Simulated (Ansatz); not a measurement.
**Structures of Na₂Cl₃: which is lowest?**

Plane-wave DFT in Ansatz with scalar-relativistic PAW potentials, cutoff 420 eV, Γ-centred meshes chosen by cell and gap, Gaussian smearing with energies taken to zero width. Every cell was relaxed (cell and atoms) in a run of its own, within the symmetry of its start. Functional: PBE.

Relaxed structures (starts from databases or built by putting these elements on another compound's sites):
A. P-3m1, 5 atoms in the computed cell, a = 4.870 Å, c = 6.012 Å; sites (symmetry × multiplicity) Na 3m. × 2, Cl -3m. × 1 + 3m. × 2; start: built
B. R-3c, 10 atoms in the computed cell, a = 7.472 Å, c = 16.244 Å; sites (symmetry × multiplicity) Na 3. × 12, Cl .2 × 18; start: built

Q: Rank them by energy. Could pressure change the order?

A:
```tsv
structure	group	E − E(lowest) (meV/atom)	V (Å³/atom)	gap on mesh (eV)
A	P-3m1	0.0	24.69	0.00
B	R-3c	6.6	26.18	0.00
```

A is lowest, 7 meV/atom under B. The lowest is also the densest of these, so pressure wouldn't bring one of the others in at first order. Other structures may lie lower than all of these, and vibrations aren't counted.

Spin polarisation was left out, and a magnetic state may lie lower.